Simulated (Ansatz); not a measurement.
The relaxed structure here is a generated cell of ReC: the first start was made by placing the elements on the sites of a structure type, and the end was not matched to a known phase here, so it may be hypothetical.

The end point of a relaxation of ReC. Space group P6₂22 (No. 180). The numbers are results of PBEsol (plane waves to 420 eV, PAW, scalar-relativistic; Ansatz, an electronic-structure program), not measurements.

```cif
data_C3Re3
_chemical_formula_sum 'Re3 C3'
_space_group_name_H-M_alt 'P 1'
_space_group_IT_number 1
_cell_length_a 2.92590
_cell_length_b 2.92590
_cell_length_c 8.58212
_cell_angle_alpha 90.000
_cell_angle_beta 90.000
_cell_angle_gamma 120.000
loop_
_space_group_symop_operation_xyz
  'x, y, z'
loop_
_atom_site_label
_atom_site_type_symbol
_atom_site_fract_x
_atom_site_fract_y
_atom_site_fract_z
_atom_site_occupancy
Re1 Re 0.50000 0.00000 0.00000 1
Re2 Re 0.00000 0.50000 0.66667 1
Re3 Re 0.50000 0.50000 0.33333 1
C1 C 0.50000 0.00000 0.50000 1
C2 C 0.00000 0.50000 0.16667 1
C3 C 0.50000 0.50000 0.83333 1
```

- Volume per atom = 10.60 Å³
- Band gap = no gap (metallic)
- Shortest distances = C–Re 2.05 Å; Re–Re 2.93 Å; C–C 2.93 Å
- k-mesh = 18×18×6

Band energies at high-symmetry points (eV from the Fermi level; labels of this space group; no spin-orbit coupling), from −5 eV up to 1.9 eV:

```
point                                                                                      energies
-----  --------------------------------------------------------------------------------------------
Γ      -4.56 -4.48 -4.38 -4.38 -3.21 -3.21 -2.48 -2.21 -2.21 -2.10 -2.10 -1.91 -1.35 1.33 1.33 1.72
M                                                 -4.75 -3.24 -2.94 -2.90 -1.55 0.75 1.39 1.64 1.92
K                                                                -3.43 -1.25 -1.25 -1.14 -0.12 1.73
A                      -4.91 -3.83 -3.83 -2.94 -2.94 -2.58 -2.43 -2.43 -2.30 -2.10 -1.71 -1.71 0.27
L                                                -4.72 -4.03 -2.92 -2.30 -0.54 -0.52 1.53 1.62 1.91
H                                            -4.77 -4.77 -1.26 -1.26 -1.16 1.08 1.59 1.59 1.85 1.85
```

No spin polarisation in the result. The relaxed primitive cell holds an odd number of electrons. A magnetic state may lie lower.

The run could not lower the symmetry of its start; a shaken copy of this end point relaxes with PBEsol to P-6m2 (No. 187), 0.52 eV/atom lower.
